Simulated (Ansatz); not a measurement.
ZrGeSe (space group P4/nmm)

```cif
data_Ge2Se2Zr2
_chemical_formula_sum 'Zr2 Ge2 Se2'
_space_group_name_H-M_alt 'P 1'
_space_group_IT_number 1
_cell_length_a 3.68273
_cell_length_b 3.68273
_cell_length_c 8.25796
_cell_angle_alpha 90.000
_cell_angle_beta 90.000
_cell_angle_gamma 90.000
loop_
_space_group_symop_operation_xyz
  'x, y, z'
loop_
_atom_site_label
_atom_site_type_symbol
_atom_site_fract_x
_atom_site_fract_y
_atom_site_fract_z
_atom_site_occupancy
Zr1 Zr 0.00000 0.50000 0.73685 1
Zr2 Zr 0.50000 0.00000 0.26315 1
Ge1 Ge 0.00000 0.00000 0.00000 1
Ge2 Ge 0.50000 0.50000 0.00000 1
Se1 Se 0.50000 0.00000 0.62008 1
Se2 Se 0.00000 0.50000 0.37992 1
```

Equation-of-state scan: isotropic scaling of the cell above, V₀ being its volume. The atoms relax within the cell's symmetry.

Computed with PBEsol (plane waves to 420 eV, PAW, scalar-relativistic; Ansatz, a first-principles code). k mesh 13×13×6 (Γ-centred), Fermi-Dirac smearing 0.05 eV. Energies are smeared free energies. With the shape held, the modulus is that of even scaling; a crystal free to change shape is softer. ZrGeSe is run without spin polarisation. ZrGeSe was relaxed with its symmetry unable to fall. ΔE is measured from the relaxed starting cell. The last digit holds for this mesh only.

```json
[
 {"V (Å³/atom)": "17.546", "ΔE (meV/atom)": "27.6"},
 {"V (Å³/atom)": "17.733", "ΔE (meV/atom)": "18.8"},
 {"V (Å³/atom)": "17.920", "ΔE (meV/atom)": "11.8"},
 {"V (Å³/atom)": "18.106", "ΔE (meV/atom)": "6.5"},
 {"V (Å³/atom)": "18.293", "ΔE (meV/atom)": "2.8"},
 {"V (Å³/atom)": "18.480", "ΔE (meV/atom)": "0.7"},
 {"V (Å³/atom)": "18.666", "ΔE (meV/atom)": "0.0"},
 {"V (Å³/atom)": "18.853", "ΔE (meV/atom)": "0.7"},
 {"V (Å³/atom)": "19.040", "ΔE (meV/atom)": "2.6"},
 {"V (Å³/atom)": "19.226", "ΔE (meV/atom)": "5.8"},
 {"V (Å³/atom)": "19.413", "ΔE (meV/atom)": "10.2"},
 {"V (Å³/atom)": "19.600", "ΔE (meV/atom)": "15.7"},
 {"V (Å³/atom)": "19.786", "ΔE (meV/atom)": "22.1"}
]
```

Question: What bulk modulus at fixed cell shape B₀ follows from a third-order Birch-Murnaghan fit?

Answer: 118 GPa.

Question: What is the fitted pressure derivative B₀′?

Answer: 4.6.

(Under strain, the slope of the energy per volume gives the stress and its curvature an elastic modulus.)
